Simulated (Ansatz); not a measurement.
**FeCo (CsCl type): energy over volume and axial ratio**

FeCo (CsCl type)

```xyz
2
Lattice="2.8451 0.0000 0.0000 0.0000 2.8451 0.0000 0.0000 0.0000 2.8451" Properties=species:S:1:pos:R:3 pbc="T T T"
Fe     0.0000     0.0000     0.0000
Co     1.4225     1.4225     1.4225
```

The relaxed cell is deformed in two ways at once: its volume V is scaled, and at that volume it is stretched along z (the c axis of the conventional cell) so that c/a changes. Fractional atomic positions are held.

These are PBE (plane waves to 420 eV, PAW, scalar-relativistic; Ansatz, a quantum-chemistry and plane-wave program) values and carry that method's errors. k mesh 16×16×16 (Γ-centred), Fermi-Dirac smearing 0.05 eV. E stands for the smeared free energy. Compression counts positive. With partly filled bands, the response to shear is sensitive to the k mesh, so small differences along c/a are uncertain. FeCo was relaxed with its symmetry unable to fall. Relaxed FeCo ends ferromagnetic. Other magnetic orders were not checked, so this need not be the ground state. ΔE is measured from the relaxed starting cell.

ΔE (kJ/mol of atoms), with V/V₀ across and (c/a)/(c/a)₀ down:

```
(c/a)/(c/a)₀ \ V/V₀  0.960  0.973  0.987  1.000  1.013  1.027  1.040
-------------------  -----  -----  -----  -----  -----  -----  -----
0.920                  3.2    2.5    2.2    2.0    2.1    2.4    3.0
0.947                  2.0    1.4    1.0    0.9    1.0    1.3    1.8
0.973                  1.4    0.7    0.3    0.2    0.3    0.6    1.2
1.000                  1.1    0.5    0.1    0.0    0.1    0.5    1.0
1.027                  1.3    0.7    0.3    0.2    0.3    0.6    1.1
1.053                  1.8    1.2    0.8    0.6    0.7    1.1    1.6
1.080                  2.5    1.9    1.5    1.4    1.5    1.8    2.3
```

σzz (GPa), with V/V₀ across and (c/a)/(c/a)₀ down:

```csv
(c/a)/(c/a)₀ \ V/V₀,0.960,0.973,0.987,1.000,1.013,1.027,1.040
0.920,15.9,12.7,9.8,7.1,4.6,2.3,0.1
0.947,13.3,10.3,7.5,4.9,2.3,0.0,-2.3
0.973,11.0,7.9,5.0,2.3,-0.2,-2.6,-4.9
1.000,8.5,5.5,2.6,0.0,-2.5,-4.8,-6.9
1.027,6.5,3.6,0.8,-1.8,-4.2,-6.4,-8.5
1.053,5.0,2.0,-0.8,-3.3,-5.8,-8.0,-10.1
1.080,3.6,0.6,-2.2,-4.8,-7.2,-9.4,-11.4
```

Read from the data:

Lowest place on the grid: V/V₀ = 1.000, (c/a)/(c/a)₀ = 1.000 (0 meV/atom). Highest place on the grid: V/V₀ = 0.960, (c/a)/(c/a)₀ = 0.920 (33 meV/atom).

The 49 points together took very roughly 50 core-minutes.

(A scan under strain: stresses follow from slopes of the energy per volume, elastic moduli from its curvatures.)
